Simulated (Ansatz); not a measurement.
IrW (CsCl type, Pm-3m) under volume change, the program Ansatz at the PBEsol level (PAW), scaled uniformly.

```csv
V (Å³/atom),E − E(relaxed) (meV/atom),P (GPa)
13.840,?,?
14.296,62.9,23.38
14.752,14.9,10.72
15.208,0.0,0.00
15.665,13.3,-9.08
16.121,50.4,-16.76
16.577,?,?
```

Fill in the missing entries.


- 16.577, E − E(relaxed) (meV/atom): 107.6
- 16.577, P (GPa): -23.25
- 13.840, E − E(relaxed) (meV/atom): 150.1
- 13.840, P (GPa): 38.31

What does a third-order Birch–Murnaghan fit give for V₀, B₀ and B′?

V₀ = 15.21 Å³/atom, B₀ = 328 GPa, B′ = 4.5.

The start of the workflow was typed in or built on a structure type; neither database checked (COD, Materials Project) lists it. COD files the formula under space group No. 51. Its standing as an ambient phase is unchecked. The PBEsol relaxation kept the symmetry of its start. At this level the phase is dynamically unstable (imaginary phonons). No spin polarisation was allowed. Its formation energy is positive at this level, so the cell may be metastable or incomplete. Scalar-relativistic: spin–orbit coupling is off unless named, which matters more the heavier the elements.

Potentials: the later of the program's two PAW sets.
